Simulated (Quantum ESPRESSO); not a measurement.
# NMR parameters of Li$_{4}$Br$_{3}$Cl (changed cell)

```xyz
8
Lattice="5.4316 0.0000 0.0000 0.0000 5.4316 0.0000 0.0000 0.0000 5.4316" Properties=species:S:1:pos:R:3 pbc="T T T"
Li     0.0000     0.0000     0.0000
Cl     2.7158     0.0000     0.0000
Li     0.0000     2.7158     2.7158
Br     2.7158     2.7158     2.7158
Li     2.7158     0.0000     2.7158
Br     0.0000     0.0000     2.7158
Li     2.7158     2.7158     0.0000
Br     0.0000     2.7158     0.0000
```
The cell was made here from a computed Materials Project entry: one of 4 Br replaced by Cl, cell and atoms relaxed (PBE without dispersion, pw.x of a modified build of Quantum ESPRESSO, symmetry kept). The parent is LiBr in Fm-3m. The swapped cell is a model, not a known phase. Stability against distortions was not tested.

Shieldings are absolute and leave out the bulk-susceptibility term; a larger σ means a smaller chemical shift. In our sweeps, cutoffs and meshes of this size left a few ppm, and up to some 20 ppm on atoms from Zn on. No spin–orbit coupling; Br is the heaviest element present. The datasets of Cl, Br hold no d projectors, which limits absolute σ on these atoms.

### Question
What do the calculations give at each independent site (shieldings by PBE GIPAW (Quantum ESPRESSO, JTH PAW datasets), 25 Ha, k-mesh 4×4×4 shifted, f-sum rule met within 0.006 %)?

### Answer
| site | site symmetry | σ_iso (ppm) |
|---|---|---|
| Li1 (atoms 1, 5, 7) | 4/mmm | 81 |
| Cl (atom 2) | m-3m | 901 |
| Li2 (atom 3) | m-3m | 81 |
| Br (atoms 4, 6, 8) | 4/mmm | 2598 |
